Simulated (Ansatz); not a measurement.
Relaxed-ion elastic tensor of IrC (rock salt, Fm-3m) in GPa (Voigt order), r²SCAN in the plane-wave PAW code Ansatz; density 16.14 g/cm³, 10.50 Å³ per atom.

|  | 1 | 2 | 3 | 4 | 5 | 6 |
|---|---|---|---|---|---|---|
| 1 | 459 | 268 | 268 | 0.0 | 0.0 | 0.0 |
| 2 | 268 | 459 | 268 | 0.0 | 0.0 | 0.0 |
| 3 | 268 | 268 | 459 | 0.0 | 0.0 | 0.0 |
| 4 | 0.0 | 0.0 | 0.0 | -84.0 | 0.0 | 0.0 |
| 5 | 0.0 | 0.0 | 0.0 | 0.0 | -84.0 | 0.0 |
| 6 | 0.0 | 0.0 | 0.0 | 0.0 | 0.0 | -84.0 |

Task: Is the crystal mechanically stable?

Result: No: the smallest eigenvalue of C is -84.0 GPa.

The start of the workflow was typed in or built on a structure type; neither database checked (COD, Materials Project) lists it. Whether it is the stable phase at ambient conditions was not checked. Symmetry was held in the r²SCAN relaxation. At this level the phase is mechanically unstable. The run is not spin-polarised. Its formation energy is positive at this level, so the cell may be metastable or incomplete. As this level gives no gap, shear constants depend on the k-mesh and smearing (Fermi–Dirac, 0.1 eV here). Spin–orbit coupling is left out wherever it is not named.

Potentials: the earlier of the program's two PAW sets. The files were generated under PBE; for other functionals the program regenerates the frozen cores, and for LDA and PBEsol the local potential too.
